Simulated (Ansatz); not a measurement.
## Calculated Cl-35 nuclear quadrupole resonance for MgH₈Cl₂O₄

Cell: a diffraction structure from the COD, its atoms then relaxed with PBE in this cell.

Space group Pbcn (No. 60); a = 7.2557, b = 8.4285, c = 11.0412 Å.

```csv
site,Wyckoff,site symmetry,x,y,z
Mg,4c,.2.,0.5000,0.8774,0.2500
H5,8d,1,0.7089,0.9676,0.0556
H13,8d,1,0.6981,0.7839,0.0543
H21,8d,1,0.5713,0.5608,0.3032
H29,8d,1,0.5739,0.1943,0.3014
Cl,8d,1,0.2276,0.8785,0.0996
O45,4c,.2.,0.5000,0.6319,0.2500
O49,8d,1,0.6864,0.8758,0.1087
O57,4c,.2.,0.5000,0.1231,0.2500
```

One atom of each set is listed.

The numbers come from a DFT calculation in Ansatz (PBE, plane waves and PAW (field gradients read without the response of the frozen cores, which leaves them typically 4 to 6 % off), scalar-relativistic, 420 eV cutoff, Γ-centred 3×3×2 k-points, Fermi–Dirac smearing 0.02 eV).

Cl-35: I = 3/2, Q = -81.12 mb (year-2017 value). Static lattice, zero field.

Question: Predict the zero-field Cl-35 lines of each site.

Answer: For I = 3/2 there is one line, ν = (|C_Q|/2)(1 + η²/3)^½.

| site | atoms | V_zz (10²¹ V/m²) | C_Q (MHz) | η | line frequencies (MHz) |
| --- | --- | --- | --- | --- | --- |
| Cl | 8 | 1.91 | -3.75 | 1.00 | 2.16 |

Question: And for Cl-37 (I = 3/2, Q = -63.93 mb) on Cl?

Answer: C_Q scales with Q to -2.95 MHz, with lines at 1.70 MHz.

The entry's hydrogen positions were far off; the other atoms hardly move on relaxation.
